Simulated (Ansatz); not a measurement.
## SnTe₃: stable or not

It was reached by relaxing an invented guess, and it needn't be the stable form of this composition.

Level of theory: DFT PBE, scalar-relativistic, plane waves, PAW (Ansatz 0.2.0). The final run on the 4-atom cell used 420 eV, a Γ-centred 10×10×10 mesh, 0.10 eV smearing and no spin polarisation.

```xyz
4
Lattice="-3.2083 3.2083 3.2083 3.2083 -3.2083 3.2083 3.2083 3.2083 -3.2083" Properties=species:S:1:pos:R:3 pbc="T T T"
Sn    0.0000    0.0000    0.0000
Te    3.2083    0.0000    0.0000
Te    0.0000    3.2083    0.0000
Te    0.0000    0.0000    3.2083
```

Energies over the elements count from the elements' standard structures at the same level, with no fitted energy shifts. The references include grey tin.

**Question.** These tests were run: energy against the elements; phonons on a 2×2×2 q mesh; elastic tensor. What do they show?

**Answer.**

| test | result |
| --- | --- |
| energy against the elements | −0.10 eV/atom |
| phonons on a 2×2×2 q mesh | no imaginary mode on the mesh |
| elastic tensor | least eigenvalue 4 GPa |

It fails none of these tests outright. Other phases of the system weren't compared here, so this isn't yet thermodynamic stability. Undecided within the accuracy: elastic tensor.

These runs have no spin–orbit coupling, which can matter for Te. The reference form of Te is held partly by dispersion forces, which this level lacks. The run for the phonons used a 10×10×10 k mesh and Fermi–Dirac smearing of 0.15 eV. The run for the elastic tensor used a 10×10×10 k mesh and Fermi–Dirac smearing of 0.15 eV.
